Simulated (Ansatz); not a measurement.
A geometry of Te away from equilibrium: the start of the relaxation of a relaxed Te cell, doubled along one cell vector, shaken by Gaussian noise of σ = 0.08 Å a coordinate. Level of theory: PBE (plane waves to 420 eV, PAW, scalar-relativistic; Ansatz, a quantum-chemistry and plane-wave program). Γ-centred k-mesh 5×3×4 on the run's cell (coarser than for final values), Fermi–Dirac smearing 0.05 eV.

```xyz
8
Lattice="5.2476 0.0000 0.0000 -5.2476 9.0891 0.0000 0.0000 0.0000 6.3041" Properties=species:S:1:pos:R:3:forces:R:3 pbc="T T T" free_energy=-55838.019 pressure_GPa=0.3
Te    -0.0688     0.0360     1.5105    0.2329    0.5308    0.1671
Te    -2.5657     4.6309     1.5659    0.1330    0.4408    0.2277
Te    -0.1017     0.0384     4.7368   -0.0018    0.4302   -0.1572
Te    -2.6297     4.6222     4.8145   -0.2149    0.3160   -0.2633
Te    -0.0734     2.9634     1.6190   -0.1021   -0.5873    0.0150
Te    -2.6182     7.5031     1.6019   -0.2466   -0.4031    0.0617
Te     2.5251     1.4620     4.7145   -0.0737   -0.3764   -0.0426
Te     0.0833     5.9500     4.6394    0.2733   -0.3509   -0.0085
```

Positions in Å, forces in eV/Å, free energy of the cell in eV (comparable only within this code, potentials and settings). Largest force: 0.60 eV/Å, on Te1, Te5 (atoms numbered as listed); the geometry lies 0.20 eV/atom above the end of its relaxation.

No spin polarisation in the result.

The end of the path is a generated cell of Te: the first start was made by placing the elements on the sites of a structure type, and the end was not matched to a known phase here, so it may be hypothetical. Known forms of Te include space group No. 152.
